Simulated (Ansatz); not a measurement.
Y:
```yaml
crystal:
  lattice:
    - [3.68603, 0.00000, 0.00000]
    - [-1.84302, 3.19220, 0.00000]
    - [0.00000, 0.00000, 5.69314]
  atoms:
    - { symbol: Y, position: [0.33333, 0.66667, 0.75000] }
    - { symbol: Y, position: [0.66667, 0.33333, 0.25000] }
```

Relaxed with r²SCAN. Special points in fractions of this cell's reciprocal vectors: Γ (0.000, 0.000, 0.000); M (0.500, 0.000, 0.000); K (0.333, 0.333, 0.000); A (0.000, 0.000, 0.500); L (0.500, 0.000, 0.500); H (0.333, 0.333, 0.500).

Problem. List the band energies nearest the Fermi level at these points for DFT-r²SCAN in the program Ansatz with PAW potentials.

Solution. In eV from the Fermi level; about four levels below and three above (degenerate sets whole), none deeper than 8.9 eV; points with the same levels are listed once.

```tsv
k	below	above
Γ	-4.90 -1.85	0.82 1.93 1.93
M	-1.73 -1.19 -0.78 -0.28	1.55 1.62 2.29
K	-0.75 -0.75 -0.67 -0.56	1.21 1.21 2.58
A	-3.39 -3.39	1.11 1.11 1.84 1.84 1.84 1.84
L	-1.65 -1.65	0.11 0.11 1.37 1.37
H	-0.44 -0.44 -0.28 -0.28	0.35 0.35 3.03 3.03
```

Space group P6_3/mmc (hcp (Mg type)). Symmetry was held in the r²SCAN relaxation. The run is not spin-polarised. Spin–orbit coupling is left out wherever it is not named.

Potentials: the later of the program's two PAW sets.
